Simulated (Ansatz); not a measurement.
**AlPt: a fit and a missing row**

AlPt, Pm-3m, a = 3.066 Å. The structure is a Materials Project entry; whether it is the stable form wasn't checked. Ansatz: r2SCAN, PAW, 500 eV, Γ-centred 14×14×14 mesh on 2 atoms, Gaussian smearing 0.10 eV; no spin polarisation. Symmetry fixes shape and atoms, so the cell is only scaled; pressure is positive in compression.

| V (Å³/atom) | P (GPa) |
| --- | --- |
| 13.547 | 14.51 |
| 13.980 | 6.63 |
| 14.412 | 0.00 |
| 14.844 | -5.60 |
| 15.277 | ? |

**Question.** Take V0 = 14.412 Å³/atom, fit the third-order Birch–Murnaghan form to the other rows, and predict the missing pressure.

**Answer.** With the Eulerian strain f = ½[(V0/V)^(2/3) − 1] and y = P/[3f(1 + 2f)^(5/2)], the form is the line y = B0 + 1.5 B0 (B0′ − 4) f. Rows (f, y): 0.02106, 207.2; 0.01025, 204.9; -0.00975, 201.1. Means f = 0.007187, y = 204.40; Σ(Δf)² = 0.0004887, ΣΔfΔy = 0.09627; the slope is their ratio. y = 203.0 + 197.0 f GPa, so B0 = 203.0 GPa and B0′ = 4 + 2 × (197.0)/(3 × 203.0) = 4.65. At V = 15.277, f = -0.01906, y = 199.25 and P = -10.34 GPa. The run gave -10.33 GPa, so the fit is 0.01 GPa too low, a small miss on the scale of the series. The form still works here, 33 % of the fitted range beyond its end.

Spin–orbit coupling is left out, which can shift energies with elements as heavy as these.

Cost: 5 runs of about 1 core-minutes in all, on Arm Neoverse V1 (shared hosts).